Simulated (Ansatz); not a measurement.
## Step by step: Sc, atom 2 slides by one cell vector b

These are results of DFT, LDA, all-electron LAPW, scalar-relativistic in Ansatz 0.2.0, not measurements.

Command: `ansatz run input.yaml --threads 4 --pin off --max-ram 4096MiB --backend cpu --events-out ev --progress --plain --runs-dir out` The run took 7.1 min on 4 threads of Arm Neoverse V1 (shared host), peak memory 1 GiB.

```yaml
crystal:
  lattice:
    - [3.309, 0.0, 0.0]
    - [-1.6545, 2.8656780611, 0.0]
    - [0.0, 0.0, 5.2733]
  atoms:
    - { symbol: Sc, position: [0.3333333333, 0.6666666667, 0.25] }
    - { symbol: Sc, position: [0.6666666667, 0.3333333333, 0.75] }
kpoints:
  mp_grid: { grid: [8, 8, 4] }
scf:
  occupations: { method: fermi_dirac, width: 0.05 }
hamiltonian:
  xc: lda
  pseudopotentials: { kind: all_electron, lapw: { basis_error: 0.001 } }
output:
  forces: true
neb:
  images: 3
  f_tol: 0.05
  max_iterations: 40
  relax_end_points: true
  final_atoms:
    - { symbol: Sc, position: [0.3333333333, 0.6666666667, 0.25] }
    - { symbol: Sc, position: [0.6666666667, 1.3333333333, 0.75] }
```

The geometry is COD entry 9010985, unchecked; take it as a test cell.

Energies of the images in meV per cell, from the first image of the last iteration (-41497.6332 eV):

```tsv
iteration	image 0	image 1	image 2	image 3	image 4
0	0	339	568	339	0
1	0	269	242	269	0
2	0	272	33	272	0
```

Problem. Give the energy profile of the last iteration and its highest point.

Solution. 0, 273, 1, 273, 0 meV; the highest image, number 3, lies 273 meV over the first. All periodic images of the moving atoms move together, so this isn't the barrier of a lone defect. With so few images, further maxima between them can be missed.

Problem. What are the positions (Å) and forces (eV/Å) of that image?

Solution. 
```
Sc   -0.2076    1.7929    1.3183    -0.006   0.002   0.000
Sc    0.6212    3.2221    3.9550     0.006  -0.002   0.000
```
